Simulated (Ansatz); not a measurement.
B₃HN₃ in space group Cmc2_1 (No. 36; Pearson symbol oS28) at seven volumes, DFT-r²SCAN+D4 in the program Ansatz with PAW potentials, shape and atoms relaxed at each. One row is withheld.

```json
[
 {"V (Å³/atom)": "7.265", "P (GPa)": "9.94"},
 {"V (Å³/atom)": "7.505", "P (GPa)": "6.02"},
 {"V (Å³/atom)": "7.744", "P (GPa)": "2.69"},
 {"V (Å³/atom)": "7.984", "P (GPa)": "0.00"},
 {"V (Å³/atom)": "8.223", "P (GPa)": "-2.09"},
 {"V (Å³/atom)": "8.463", "P (GPa)": "-3.56"},
 {"V (Å³/atom)": "8.703", "P (GPa)": "?"}
]
```

Task: Fit the shown pressures and predict the withheld one.

Result: Third-order Birch–Murnaghan: P = (3/2)B₀(x^(7/2) − x^(5/2))[1 + (3/4)(B′ − 4)(x − 1)] with x = (V₀/V)^(2/3). Least squares on the six rows gives V₀ = 7.990 Å³/atom, B₀ = 76.75 GPa, B′ = 6.68. At V = 8.703, x = 0.9446 and P = -4.91 GPa. The run itself gave -4.43 GPa.

The start of the workflow was typed in or built on a structure type; neither database checked (COD, Materials Project) lists it. Whether it is the stable phase at ambient conditions was not checked. The cell was relaxed with r²SCAN+D4 under the symmetry of its start; whether a distortion lowers the energy is not shown. The volume moved by -19 % from the start of the relaxation.

Potentials: the earlier of the program's two PAW sets.
